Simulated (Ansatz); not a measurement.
Cd (hcp, Mg type)

```
Cd
1.0
    3.01606     0.00000     0.00000
   -1.50803     2.61198     0.00000
    0.00000     0.00000     5.81912
Cd
2
Direct
  0.33333   0.66667   0.75000
  0.66667   0.33333   0.25000
```

This relaxed cell (volume V₀) is scaled evenly in all directions, its shape held. Symmetry pins the atoms to their sites.

All values below come from PBE (plane waves to 420 eV, PAW, scalar-relativistic; Ansatz, a program for electronic structure). k mesh 18×18×8 (Γ-centred), Fermi-Dirac smearing 0.05 eV. Stress and pressure are positive under compression. Cd was relaxed with its symmetry unable to fall. The relaxed volume of Cd is well above the measured one; the method has no dispersion term.

At one point of the scan the stress tensor (GPa) is:

```
   -2.3      0.0      0.0
    0.0     -2.3      0.0
    0.0      0.0     -1.7
```

**Question.** Which point is it?
A) V/V₀ = 1.040
B) V/V₀ = 1.060
C) V/V₀ = 1.020

**Answer.** B, V/V₀ = 1.060

(Under strain, the slope of the energy per volume gives the stress and its curvature an elastic modulus.)
